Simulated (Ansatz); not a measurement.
**Guessed and relaxed cells of HfBiBr2**

Recipe of this trial structure of HfBiBr2: perovskite family, infinite layers (P4/mmm, No. 123) (A site Bi; B site Hf; X site Br). The dimensions are guesses.

start.xyz

```xyz
4
Lattice="6.0112 0.0000 0.0000 0.0000 6.0112 0.0000 0.0000 0.0000 2.7042" Properties=species:S:1:pos:R:3 pbc="T T T"
Hf    0.0000    0.0000    0.0000
Bi    3.0056    3.0056    1.3521
Br    3.0056    0.0000    0.0000
Br    0.0000    3.0056    0.0000
```

Level of theory: DFT PBE, scalar-relativistic, plane waves, PAW in Ansatz 0.2.0. Cutoff 420 eV, Gaussian smearing, Γ-centred meshes. Cell and atoms relax first on a coarse mesh and then on a finer one. In between, the cell is made exact in the group found at 0.06 Å. In metals the finer mesh still leaves noise of several meV/atom or more. The steps can't lower the symmetry of their start. No spin polarisation.

end.xyz

```xyz
4
Lattice="5.5467 0.0000 0.0000 0.0000 5.5467 0.0000 0.0000 0.0000 3.4591" Properties=species:S:1:pos:R:3 pbc="T T T"
Hf    0.0000    0.0000    0.0000
Bi    2.7734    2.7734    1.7295
Br    2.7734    0.0000    0.0000
Br    0.0000    2.7734    0.0000
```

The symmetry stays P4/mmm (No. 123). The volume per atom grows by 8.9 %, from 24.4 to 26.6 Å³. The shortest distance goes from 2.70 Å (Bi–Bi, Br–Br and Hf–Hf) to 2.77 Å (Hf–Br). The ratio c/a of the conventional cell changes by a factor of 1.39. The energy falls by about 0.62 eV/atom (the start's value is from the coarse mesh).

For HfBiBr2, the volume per atom is 26.61 Å³. The density is 8.54 g/cm³ and the energy over the elements is +0.16 eV/atom. The gap on the 8×8×14 mesh of the 4-atom cell is 0 eV (a metal).

Energies over the elements count from the elements' standard structures at the same level, with no fitted energy shifts. The references include crystalline Br. The separate elements lie lower, so it is unstable against them.

The last run used Gaussian smearing of 0.10 eV. Spin–orbit coupling, which can matter for Bi and Hf, is left out. An odd number of electrons in the primitive cell allows no gap without spin; a larger cell or a magnetic state could open one. The cell is a metal run without spin; a magnetic state may lie lower. The reference form of Br is held partly by dispersion forces, which this level lacks. Symmetry constrained the relaxation, so the result can be a saddle point. In all, the 3 runs took 3.2 min on 1 thread of Arm Neoverse V1 (shared host).
